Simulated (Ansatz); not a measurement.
Al2Pt:
```cif
data_Al2Pt
_chemical_formula_sum 'Pt1 Al2'
_space_group_name_H-M_alt 'P 1'
_space_group_IT_number 1
_cell_length_a 4.16949
_cell_length_b 4.16949
_cell_length_c 4.16949
_cell_angle_alpha 60.000
_cell_angle_beta 60.000
_cell_angle_gamma 60.000
loop_
_space_group_symop_operation_xyz
  'x, y, z'
loop_
_atom_site_label
_atom_site_type_symbol
_atom_site_fract_x
_atom_site_fract_y
_atom_site_fract_z
_atom_site_occupancy
Pt1 Pt 0.00000 0.00000 0.00000 1
Al1 Al 0.25000 0.25000 0.25000 1
Al2 Al 0.75000 0.75000 0.75000 1
```

This is the PBEsol-relaxed structure.

Problem. All from DFT-PBEsol in the program Ansatz with PAW potentials, unless another level is named. Give the bulk modulus (Birch–Murnaghan fit).

Solution. 139 GPa.

Problem. Predict the highest zone-centre frequency.

Solution. 296 cm^-1.

Problem. Give the elastic constants (relaxed ions, GPa).

Solution. C11 = 186, C12 = 115, C44 = 46.7.

Space group Fm-3m (fluorite or antifluorite type). The cell was relaxed with PBEsol under the symmetry of its start; of distortions, only those at the zone centre were tested. The run is not spin-polarised. As this level gives no gap, shear constants depend on the k-mesh and smearing (Fermi–Dirac, 0.1 eV here). As this level gives no gap, phonon frequencies hold no LO–TO term and depend on the k-mesh and smearing (Fermi–Dirac, 0.1 eV here). Spin–orbit coupling is left out wherever it is not named.

Potentials: the later of the program's two PAW sets.
